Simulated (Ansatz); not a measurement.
Input:

LaPd3:
```cif
data_LaPd3
_chemical_formula_sum 'La1 Pd3'
_space_group_name_H-M_alt 'P 1'
_space_group_IT_number 1
_cell_length_a 4.20122
_cell_length_b 4.20122
_cell_length_c 4.20122
_cell_angle_alpha 90.000
_cell_angle_beta 90.000
_cell_angle_gamma 90.000
loop_
_space_group_symop_operation_xyz
  'x, y, z'
loop_
_atom_site_label
_atom_site_type_symbol
_atom_site_fract_x
_atom_site_fract_y
_atom_site_fract_z
_atom_site_occupancy
La1 La 0.00000 0.00000 0.00000 1
Pd1 Pd 0.50000 0.00000 0.50000 1
Pd2 Pd 0.00000 0.50000 0.50000 1
Pd3 Pd 0.50000 0.50000 0.00000 1
```

This is the r²SCAN-relaxed structure.

Task: All from DFT-r²SCAN in the program Ansatz with PAW potentials, unless another level is named. Give the formation energy from the elements (no fitted shifts).

Result: -0.83 eV/atom.

Task: Give the density of states at the Fermi level.

Result: 0.24 states/eV per atom (mean over ±0.08 eV).

Space group Pm-3m (Cu3Au type). The workflow started from a Materials Project entry (that database holds measured and hypothetical structures alike); the Crystallography Open Database files this formula in space group No. 221, but the cells were not matched. Its standing as an ambient phase is unchecked. Symmetry was held in the r²SCAN relaxation; whether a distortion lowers the energy is not shown. The run is not spin-polarised. The references are the lowest solids computed at this level, not always the standard phases. Spin–orbit coupling is left out wherever it is not named.

Potentials: the later of the program's two PAW sets.
